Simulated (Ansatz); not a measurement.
Al$_{2}$Cu in space group I4/mcm (No. 140; Cu on 4a, Al on 8h) under volume change, the program Ansatz at the r²SCAN level (PAW), shape and atoms relaxed at each volume.

| V (Å³/atom) | E − E(relaxed) (meV/atom) | P (GPa) |
|---|---|---|
| 13.106 | 49.4 | 13.28 |
| 13.538 | 20.7 | 8.12 |
| 13.970 | 4.9 | 3.73 |
| 14.402 | 0.0 | 0.01 |
| 14.834 | 4.3 | -3.14 |
| 15.266 | 16.5 | -5.80 |
| 15.698 | 35.2 | -8.04 |

Task: What does a third-order Birch–Murnaghan fit give for V₀, B₀ and B′?

Result: V₀ = 14.40 Å³/atom, B₀ = 114 GPa, B′ = 4.5.

The r²SCAN relaxation kept the symmetry of its start. No spin polarisation was allowed.

Potentials: the earlier of the program's two PAW sets.
